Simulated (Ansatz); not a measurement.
Consider the following.

InSe:
```
InSe
1.0
    5.84911     2.05177     0.00000
   -5.84911     2.05177     0.00000
   -1.66440     0.00000     4.54011
In Se
2 2
Direct
  0.11251   0.88749   0.95892
  0.88749   0.11251   0.04108
  0.34093   0.65907   0.34373
  0.65907   0.34093   0.65627
```

This is the r²SCAN+D4-relaxed structure. Tensor components refer to the Cartesian frame of this cell.

### Question
All from DFT-r²SCAN+D4 in the program Ansatz with PAW potentials, unless another level is named. Give the electron effective mass.

### Answer
0.15, 0.20, 0.59 mₑ (principal values).

### Question
And the hole effective mass?

### Answer
0.16, 0.45, 1.3 mₑ (principal values).

### Question
And the formation energy from the elements (no fitted shifts)?

### Answer
-647 meV/atom.

### Question
Predict the band gap.

### Answer
1.40 eV (indirect).

### Question
Give the weight of the valence-edge state by species (Voronoi cells).

### Answer
Se 68 %, In 32 %.

### Question
And the conduction-band minimum?

### Answer
at A (k = 0.000, 0.000, 0.500).

Space group C2/m. The workflow started from a Materials Project entry (that database holds measured and hypothetical structures alike); the Crystallography Open Database copy checked does not list it. It is not the phase usual at ambient conditions (space group No. 194). The cell was relaxed with r²SCAN+D4 under the symmetry of its start; its stability against distortions is not shown here. The references are the lowest solids computed at this level, not always the standard phases. Spin–orbit coupling is left out wherever it is not named.

Potentials: the later of the program's two PAW sets.
